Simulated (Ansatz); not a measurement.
## La2S3: 139La NMR of the central transition

Cell: an entry of the Crystallography Open Database (COD), its atoms then relaxed with r2SCAN in this cell.

Space group Pnma (No. 62); a = 7.6600, b = 4.2200, c = 15.9500 Å.

| site | Wyckoff | site symmetry | x | y | z |
| --- | --- | --- | --- | --- | --- |
| La1 | 4c | .m. | 0.1477 | 0.2500 | 0.2049 |
| La5 | 4c | .m. | 0.7639 | 0.2500 | 0.5441 |
| S9 | 4c | .m. | 0.0138 | 0.2500 | 0.3908 |
| S13 | 4c | .m. | 0.1463 | 0.2500 | 0.7802 |
| S17 | 4c | .m. | 0.3708 | 0.2500 | 0.5668 |

One atom of each set is listed.

All values are calculated (Ansatz; DFT, r2SCAN, plane waves and PAW, scalar-relativistic, 500 eV cutoff, Γ-centred 4×7×2 k-points, Fermi–Dirac smearing 0.02 eV), not measured.

139La has I = 7/2 and Q = 206.0 mb (Pyykkö 2018); at 35.2 T its Larmor frequency is ν₀ = 213.4 MHz (from the bare nuclear moment; shielding lowers the observed one by a per cent or two). Only the quadrupole interaction is simulated: positions count from each site's isotropic chemical shift, and shift anisotropy, dipolar and J coupling are left out.

Simulated pattern of one La site (static powder, Gaussian broadening 2 kHz):

(offset (kHz), height): (-37.50, 0), (-34.97, 16), (-32.44, 44), (-29.91, 48), (-27.38, 51), (-24.85, 55), (-22.32, 59), (-19.78, 66), (-17.25, 76), (-14.72, 100), (-12.19, 93), (-9.66, 76), (-7.13, 71), (-4.60, 68), (-2.07, 67), (0.46, 64), (2.99, 57), (5.52, 65), (8.05, 90), (10.58, 91), (13.12, 52), (15.65, 43), (18.18, 15), (20.71, 0)

Question: Which |C_Q| and η does the pattern imply?

Answer: The pattern spans 52.4 kHz before broadening and its centre of gravity is at -7.71 kHz, which fixes P_Q; the places of the horns and steps fix η. That gives P_Q = 25.4 MHz, |C_Q| = 24.7 MHz and η = 0.43, the values that the calculation gives site La5 (7 S at 2.90–3.11 Å). The other sites have |C_Q| = 37.7 MHz. The sign of C_Q can't be read from the pattern.

Without spin–orbit coupling (the program notes it for La) the gradients are little affected as a rule: paired runs on crystals with a gap mostly move them by under 2 % at such atoms.
